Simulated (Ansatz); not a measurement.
C:
```
C
1.0
    4.58165     1.25788     0.00000
   -4.58165     1.25788     0.00000
   -0.50534     0.00000     4.10283
C
8
Direct
  0.44271   0.55729   0.12031
  0.22880   0.77120   0.58542
  0.28569   0.71431   0.94060
  0.05814   0.94186   0.65370
  0.55729   0.44271   0.87969
  0.77120   0.22880   0.41458
  0.71431   0.28569   0.05940
  0.94186   0.05814   0.34630
```

Relaxed with r²SCAN. Special points in fractions of this cell's reciprocal vectors: Γ (0.000, 0.000, 0.000); C (0.269, 0.269, 0.000); C2 (-0.269, 0.731, 0.000); Y2 (-0.500, 0.500, 0.000); M2 (-0.500, 0.500, 0.500); D (-0.264, 0.736, 0.500); D2 (0.264, 0.264, 0.500); A (0.000, 0.000, 0.500); L2 (0.000, 0.500, 0.500); V2 (0.000, 0.500, 0.000).

### Question
List the band energies nearest the valence-band maximum at these points for DFT-r²SCAN in the program Ansatz with PAW potentials.

### Answer
In eV from the valence-band maximum; about four levels below and three above (degenerate sets whole), none deeper than 8.9 eV; points with the same levels are listed once.

| k | below | above |
|---|---|---|
| Γ | -1.53 -0.64 -0.20 0.00 | 4.59 5.31 5.97 |
| C | -5.66 -5.27 -5.05 -3.13 | 5.08 5.99 6.38 |
| Y2 | -2.77 -1.42 -1.40 -0.80 | 4.84 6.01 7.02 |
| M2 | -3.90 -2.31 -2.11 -1.38 | 3.70 6.17 7.12 |
| D | -4.31 -4.23 -3.70 -3.68 | 6.61 6.75 7.45 |
| A | -2.69 -2.02 -1.88 -1.85 | 5.11 6.25 7.10 |
| L2 | -4.56 -4.29 -3.53 -2.76 | 6.79 6.83 7.01 |
| V2 | -6.03 -5.58 -4.17 -3.47 | 5.18 5.69 7.67 |

Space group C2/m. The start of the workflow was typed in or built on a structure type; the Crystallography Open Database copy checked does not list it. It is not the phase usual at ambient conditions (space group No. 194, 227). Symmetry was held in the r²SCAN relaxation; whether a distortion lowers the energy is not shown.

Potentials: the earlier of the program's two PAW sets.
